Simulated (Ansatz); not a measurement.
A geometry of ZnInGaO4 away from equilibrium: step 12 of the relaxation of a randomly generated symmetric cell of ZnInGaO4 (space group No. 81). Level of theory: PBEsol (plane waves to 420 eV, PAW, scalar-relativistic; Ansatz, a first-principles code). Γ-centred k-mesh 5×5×6 on the run's cell (coarser than for final values), Fermi–Dirac smearing 0.05 eV.

```xyz
7
Lattice="4.3372 0.0000 0.0000 0.0000 4.3372 0.0000 0.0000 0.0000 4.7875" Properties=species:S:1:pos:R:3:forces:R:3 pbc="T T T" free_energy=-14790.044 pressure_GPa=7.6
Ga     2.1686     2.1686     0.0000    0.0000    0.0000    0.0000
In     0.0000     0.0000     0.0000    0.0000    0.0000    0.0000
O      3.1814     3.1814     3.5810   -0.0081   -0.0082    0.0266
O      1.1558     1.1558     3.5810    0.0081    0.0082    0.0266
O      3.1814     1.1558     1.2065   -0.0082    0.0081   -0.0266
O      1.1558     3.1814     1.2065    0.0082   -0.0081   -0.0266
Zn     0.0000     0.0000     2.3937    0.0000    0.0000    0.0000
```

Positions in Å, forces in eV/Å, free energy of the cell in eV (comparable only within this code, potentials and settings). Largest force: 0.03 eV/Å, on O3, O4, O5, O6 (atoms numbered as listed); the geometry lies 0.08 eV/atom above the end of its relaxation.

No spin polarisation in the result.

The run could not lose the symmetry of its start: the end is stationary, and may be a saddle point rather than a minimum.

The end of the path is a generated cell of ZnInGaO4: the first start was made by a random draw of sites in a space group, and the end was not matched to a known phase here, so it may be hypothetical. Known forms of ZnInGaO4 include space group No. 160.
